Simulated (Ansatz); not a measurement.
InSb:
```
InSb
1.0
    8.09006     0.00000     0.00000
    0.00000     8.09006     0.00000
    0.00000     0.00000     8.09006
In Sb
6 6
Direct
  0.25000   0.00000   0.50000
  0.50000   0.25000   0.00000
  0.50000   0.75000   0.00000
  0.75000   0.00000   0.50000
  0.00000   0.50000   0.75000
  0.00000   0.50000   0.25000
  0.25000   0.50000   0.00000
  0.00000   0.25000   0.50000
  0.00000   0.75000   0.50000
  0.75000   0.50000   0.00000
  0.50000   0.00000   0.75000
  0.50000   0.00000   0.25000
```

Relaxed with r²SCAN. Special points in fractions of this cell's reciprocal vectors: Γ (0.000, 0.000, 0.000); X (0.000, 0.500, 0.000); M (0.500, 0.500, 0.000); R (0.500, 0.500, 0.500).

### Question
List the band energies nearest the Fermi level at these points for the program Ansatz at the r²SCAN level (PAW).

### Answer
In eV from the Fermi level; about four levels below and three above (degenerate sets whole), none deeper than 8.9 eV; points with the same levels are listed once.

```json
[
 {"k": "Γ", "below": "-0.09 -0.02 -0.02 -0.02", "above": "0.89 0.89 0.89"},
 {"k": "X", "below": "-0.78 -0.78 -0.31 -0.31", "above": "0.85 0.85 1.87 1.87"},
 {"k": "M", "below": "-1.01 -1.01 -0.80 -0.36", "above": "1.50 1.50 1.82"},
 {"k": "R", "below": "-1.33 -1.33 -1.33 -1.33", "above": "2.49 2.49 2.49 2.49 2.49 2.49"}
]
```

Space group Pm-3n. The start of the workflow was typed in or built on a structure type; neither database checked (COD, Materials Project) lists it. It is not the phase usual at ambient conditions (space group No. 216). The r²SCAN relaxation kept the symmetry of its start; its stability against distortions is not shown here. The volume moved by 32 % from the start of the relaxation. The Fermi level of a semimetal is unsure by some 0.05 eV on such meshes. Spin–orbit coupling is left out wherever it is not named.

Potentials: the earlier of the program's two PAW sets. The files were generated under PBE; for other functionals the program regenerates the frozen cores, and for LDA and PBEsol the local potential too.
